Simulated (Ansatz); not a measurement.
**Rocksalt alloy of MgO and CdO (40 of 64 Mg sites exchanged), 128 atoms**

Ansatz, PAW, plane waves. PBEsol relaxation of volume and atoms (shape held) at the single k point (½, ½, ½); single points on the relaxed atoms at the Γ point alone, onto which points of the small cell's zone fold. Arrangement: clustered. No spin–orbit coupling unless named.

Relaxed structure:

```yaml
crystal:
  lattice:
    - [0.00000, 9.06622, 9.06622]
    - [9.06622, 0.00000, 9.06622]
    - [9.06622, 9.06622, 0.00000]
  atoms:
    - { symbol: O, position: [0.34922, 0.13371, 0.13114] }
    - { symbol: O, position: [0.90162, 0.11859, 0.11354] }
    - { symbol: O, position: [0.11764, 0.36867, 0.38324] }
    - { symbol: O, position: [0.35599, 0.64231, 0.12447] }
    - { symbol: O, position: [0.35074, 0.13149, 0.63447] }
    - { symbol: O, position: [0.62585, 0.37488, 0.37367] }
    - { symbol: O, position: [0.89443, 0.61748, 0.12119] }
    - { symbol: O, position: [0.89546, 0.12575, 0.62348] }
    - { symbol: O, position: [0.13007, 0.88585, 0.35104] }
    - { symbol: O, position: [0.12115, 0.36402, 0.88203] }
    - { symbol: O, position: [0.36807, 0.62777, 0.62686] }
    - { symbol: O, position: [0.62513, 0.87674, 0.37348] }
    - { symbol: O, position: [0.62508, 0.37387, 0.87751] }
    - { symbol: O, position: [0.89398, 0.60675, 0.62376] }
    - { symbol: O, position: [0.12207, 0.88386, 0.88119] }
    - { symbol: O, position: [0.62873, 0.87492, 0.87305] }
    - { symbol: O, position: [0.12159, 0.37624, 0.12711] }
    - { symbol: O, position: [0.35551, 0.14226, 0.37469] }
    - { symbol: O, position: [0.62462, 0.37617, 0.12418] }
    - { symbol: O, position: [0.89344, 0.12606, 0.35626] }
    - { symbol: O, position: [0.12660, 0.87765, 0.12119] }
    - { symbol: O, position: [0.12026, 0.36709, 0.63109] }
    - { symbol: O, position: [0.36820, 0.64199, 0.35987] }
    - { symbol: O, position: [0.61742, 0.86986, 0.13015] }
    - { symbol: O, position: [0.35215, 0.13114, 0.88291] }
    - { symbol: O, position: [0.62481, 0.37568, 0.62507] }
    - { symbol: O, position: [0.89815, 0.61652, 0.36762] }
    - { symbol: O, position: [0.89895, 0.11883, 0.86978] }
    - { symbol: O, position: [0.11901, 0.88288, 0.63270] }
    - { symbol: O, position: [0.35568, 0.62489, 0.89444] }
    - { symbol: O, position: [0.62793, 0.87409, 0.62365] }
    - { symbol: O, position: [0.89351, 0.60563, 0.87759] }
    - { symbol: O, position: [0.12427, 0.13952, 0.36014] }
    - { symbol: O, position: [0.35312, 0.37559, 0.12757] }
    - { symbol: O, position: [0.62653, 0.12570, 0.37176] }
    - { symbol: O, position: [0.89874, 0.36749, 0.11848] }
    - { symbol: O, position: [0.12012, 0.63368, 0.36446] }
    - { symbol: O, position: [0.35848, 0.88155, 0.13101] }
    - { symbol: O, position: [0.12687, 0.12409, 0.87624] }
    - { symbol: O, position: [0.36338, 0.36717, 0.63451] }
    - { symbol: O, position: [0.61643, 0.63330, 0.36767] }
    - { symbol: O, position: [0.89792, 0.86752, 0.11833] }
    - { symbol: O, position: [0.62603, 0.12372, 0.87652] }
    - { symbol: O, position: [0.89613, 0.36814, 0.61780] }
    - { symbol: O, position: [0.11777, 0.61627, 0.89924] }
    - { symbol: O, position: [0.36447, 0.88484, 0.63353] }
    - { symbol: O, position: [0.62571, 0.62345, 0.87684] }
    - { symbol: O, position: [0.88024, 0.87447, 0.62305] }
    - { symbol: O, position: [0.12652, 0.12590, 0.12124] }
    - { symbol: O, position: [0.62680, 0.12471, 0.12342] }
    - { symbol: O, position: [0.11781, 0.63232, 0.11991] }
    - { symbol: O, position: [0.12125, 0.12977, 0.63312] }
    - { symbol: O, position: [0.36277, 0.36827, 0.38364] }
    - { symbol: O, position: [0.61810, 0.63335, 0.13061] }
    - { symbol: O, position: [0.62848, 0.12435, 0.62432] }
    - { symbol: O, position: [0.89527, 0.36928, 0.36836] }
    - { symbol: O, position: [0.11802, 0.61621, 0.63309] }
    - { symbol: O, position: [0.36807, 0.87983, 0.35972] }
    - { symbol: O, position: [0.35546, 0.37493, 0.89251] }
    - { symbol: O, position: [0.62485, 0.62494, 0.62462] }
    - { symbol: O, position: [0.89278, 0.87623, 0.35594] }
    - { symbol: O, position: [0.89875, 0.36383, 0.86995] }
    - { symbol: O, position: [0.35204, 0.88459, 0.88188] }
    - { symbol: O, position: [0.89463, 0.87430, 0.87741] }
    - { symbol: Mg, position: [0.01023, 0.99929, 0.99708] }
    - { symbol: Mg, position: [0.00583, 0.49309, 0.00486] }
    - { symbol: Mg, position: [0.23941, 0.25453, 0.24985] }
    - { symbol: Mg, position: [0.00428, 0.49303, 0.49994] }
    - { symbol: Mg, position: [0.24516, 0.75934, 0.24234] }
    - { symbol: Mg, position: [0.24161, 0.24719, 0.75589] }
    - { symbol: Mg, position: [0.00978, 0.00174, 0.23852] }
    - { symbol: Mg, position: [0.24076, 0.24957, 0.00432] }
    - { symbol: Mg, position: [0.00457, 0.49757, 0.24861] }
    - { symbol: Mg, position: [0.24079, 0.75733, 0.00277] }
    - { symbol: Mg, position: [0.00718, 0.00354, 0.75258] }
    - { symbol: Mg, position: [0.23967, 0.25032, 0.50703] }
    - { symbol: Mg, position: [0.00599, 0.48832, 0.75285] }
    - { symbol: Mg, position: [0.01028, 0.24466, 0.99729] }
    - { symbol: Mg, position: [0.24502, 0.00589, 0.24239] }
    - { symbol: Mg, position: [0.00513, 0.74800, 0.00354] }
    - { symbol: Mg, position: [0.00491, 0.25154, 0.49866] }
    - { symbol: Mg, position: [0.24170, 0.00558, 0.75579] }
    - { symbol: Mg, position: [0.24295, 0.00349, 0.00102] }
    - { symbol: Mg, position: [0.00793, 0.25094, 0.24339] }
    - { symbol: Mg, position: [0.23902, 0.49996, 0.00841] }
    - { symbol: Mg, position: [0.00725, 0.75013, 0.24289] }
    - { symbol: Mg, position: [0.00801, 0.24614, 0.75015] }
    - { symbol: Mg, position: [0.49397, 0.75458, 0.24796] }
    - { symbol: Cd, position: [0.49047, 0.00261, 0.00305] }
    - { symbol: Cd, position: [0.00706, 0.00383, 0.49166] }
    - { symbol: Cd, position: [0.49101, 0.50200, 0.00553] }
    - { symbol: Cd, position: [0.49323, 0.00598, 0.50096] }
    - { symbol: Cd, position: [0.75941, 0.24923, 0.24314] }
    - { symbol: Cd, position: [0.49388, 0.50191, 0.49909] }
    - { symbol: Cd, position: [0.75704, 0.74774, 0.24727] }
    - { symbol: Cd, position: [0.75859, 0.24925, 0.74908] }
    - { symbol: Cd, position: [0.24225, 0.75176, 0.75981] }
    - { symbol: Cd, position: [0.75805, 0.74322, 0.74923] }
    - { symbol: Cd, position: [0.49123, 0.00515, 0.24946] }
    - { symbol: Cd, position: [0.76251, 0.24632, 0.99586] }
    - { symbol: Cd, position: [0.49249, 0.50442, 0.24987] }
    - { symbol: Cd, position: [0.75752, 0.74682, 0.99991] }
    - { symbol: Cd, position: [0.49188, 0.00289, 0.75237] }
    - { symbol: Cd, position: [0.75951, 0.24849, 0.49627] }
    - { symbol: Cd, position: [0.24252, 0.75524, 0.49725] }
    - { symbol: Cd, position: [0.49279, 0.50046, 0.75629] }
    - { symbol: Cd, position: [0.75958, 0.74653, 0.49587] }
    - { symbol: Cd, position: [0.49221, 0.24918, 0.00417] }
    - { symbol: Cd, position: [0.75936, 0.99928, 0.24298] }
    - { symbol: Cd, position: [0.24097, 0.50161, 0.25011] }
    - { symbol: Cd, position: [0.49280, 0.75639, 0.00108] }
    - { symbol: Cd, position: [0.49533, 0.24793, 0.50332] }
    - { symbol: Cd, position: [0.75676, 0.49884, 0.24734] }
    - { symbol: Cd, position: [0.75883, 0.99992, 0.74918] }
    - { symbol: Cd, position: [0.00438, 0.75102, 0.49394] }
    - { symbol: Cd, position: [0.24168, 0.49691, 0.75934] }
    - { symbol: Cd, position: [0.49378, 0.75573, 0.49877] }
    - { symbol: Cd, position: [0.75806, 0.49387, 0.74935] }
    - { symbol: Cd, position: [0.75740, 0.99639, 0.00122] }
    - { symbol: Cd, position: [0.24409, 0.00712, 0.49800] }
    - { symbol: Cd, position: [0.49335, 0.25296, 0.24900] }
    - { symbol: Cd, position: [0.75699, 0.49590, 0.00142] }
    - { symbol: Cd, position: [0.75736, 0.00020, 0.49291] }
    - { symbol: Cd, position: [0.24385, 0.50088, 0.49910] }
    - { symbol: Cd, position: [0.49314, 0.25003, 0.75535] }
    - { symbol: Cd, position: [0.75622, 0.49960, 0.49531] }
    - { symbol: Cd, position: [0.00370, 0.74544, 0.75629] }
    - { symbol: Cd, position: [0.49362, 0.75161, 0.75540] }
```

Problem. What are the mean bond lengths by pair (pairs within 1.2 times the sum of covalent radii, less contacts 15 % beyond the pair's median; cation–cation pairs of compounds aside; long ionic contacts are cut short by that bound)?

Solution. Cd–O 2.325 ± 0.042 Å (standard deviation, 240 bonds); Mg–O 2.177 ± 0.047 Å (standard deviation, 144 bonds).

Problem. What gap lies between the top filled and the lowest empty level in the single points?

Solution. HSE06 with spin–orbit coupling 1.86 eV (12 min on NVIDIA GB200).
